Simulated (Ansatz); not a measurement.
**Is this Sn4P structure a true minimum?**

It was reached by relaxing an invented guess, and it needn't be the stable form of this composition.

All numbers below come from DFT PBE, scalar-relativistic, plane waves, PAW in Ansatz. Cutoff 420 eV; k points 12×12×4 on the computed 5-atom cell (Γ-centred); Gaussian smearing, width 0.10 eV; no spin polarisation.

The cell below (5 atoms, space group P-3m1 (No. 164)) is relaxed within its symmetry.

```
Sn P
1.0
     4.08265    0.00000    0.00000
    -2.04132    3.53568    0.00000
     0.00000    0.00000    9.33947
Sn P
4 1
Cartesian
  0.0000 2.3571 7.7886
  0.0000 2.3571 3.7525
  2.0413 1.1786 1.5509
  2.0413 1.1786 5.5870
  0.0000 0.0000 0.0000
```

For the test a repeat of it with 10 atoms (edges 4.08, 7.07, 9.34 Å) was strained at random (σ = 1.5 % a component), the atoms were moved at random (σ = 0.15 Å), and all was relaxed again on a coarse 6×4×4 mesh (in the run’s order of axes) with 0.20 eV smearing, with no symmetry imposed.

The cell is a metal run without spin; a magnetic state may lie lower.

Question: Is the structure stable against such a distortion?

Answer: It returns, within 1 meV/atom of the unmoved cell on that mesh and with the same symmetry when read at 0.1 Å (P-1 at 0.01 Å, so small strains and shifts remain). So it is stable against the distortions that fit this cell and that this random move excites. Modes that don't fit the cell aren't tested.
